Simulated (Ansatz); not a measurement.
Bi₂Se₃ (Bi2Te3 type, space group R-3m)

```xyz
5
Lattice="2.0722 1.1964 9.4818 -2.0722 1.1964 9.4818 0.0000 -2.3928 9.4818" Properties=species:S:1:pos:R:3 pbc="T T T"
Bi     0.0000     0.0000    11.4032
Bi     0.0000     0.0000    17.0423
Se     0.0000     0.0000     0.0000
Se     0.0000     0.0000     5.9884
Se     0.0000     0.0000    22.4571
```

Grid over V/V₀ and (c/a)/(c/a)₀, subscript 0 meaning the relaxed cell; the conventional c axis lies along z; no internal relaxation.

All values below come from PBE-D3(BJ) (plane waves to 420 eV, PAW, scalar-relativistic; Ansatz, a quantum-chemistry and plane-wave program). k mesh 9×9×9 (Γ-centred), Fermi-Dirac smearing 0.05 eV. The energy includes the smearing's −TS. As the atoms are clamped, bonds stretch with the cell, which overstates energies and stresses. Bi2Se3 was relaxed with its symmetry unable to fall. Spin-orbit coupling is left out, though Bi is heavy. The PAW data are Ansatz's earlier set. ΔE is measured from the relaxed starting cell.

What ΔE (meV/atom) does the calculation give at all points of the grid V/V₀ = 0.960, 0.973, 0.987, 1.000, 1.013, 1.027, 1.040 by (c/a)/(c/a)₀ = 0.920, 0.947, 0.973, 1.000, 1.027, 1.053, 1.080?

ΔE (meV/atom), with V/V₀ across and (c/a)/(c/a)₀ down:

```tsv
(c/a)/(c/a)₀ \ V/V₀	0.960	0.973	0.987	1.000	1.013	1.027	1.040
0.920	23.5	18.4	15.6	14.9	16.2	19.3	24.1
0.947	15.8	10.5	7.5	6.7	7.8	10.7	15.4
0.973	11.1	5.7	2.6	1.7	2.7	5.5	10.1
1.000	9.6	4.2	1.0	0.0	1.0	3.8	8.3
1.027	11.2	5.8	2.7	1.7	2.6	5.5	10.0
1.053	16.1	10.7	7.6	6.7	7.7	10.6	15.2
1.080	24.1	18.8	15.9	15.0	16.1	19.1	23.8
```

(Under strain, the slope of the energy per volume gives the stress and its curvature an elastic modulus.)
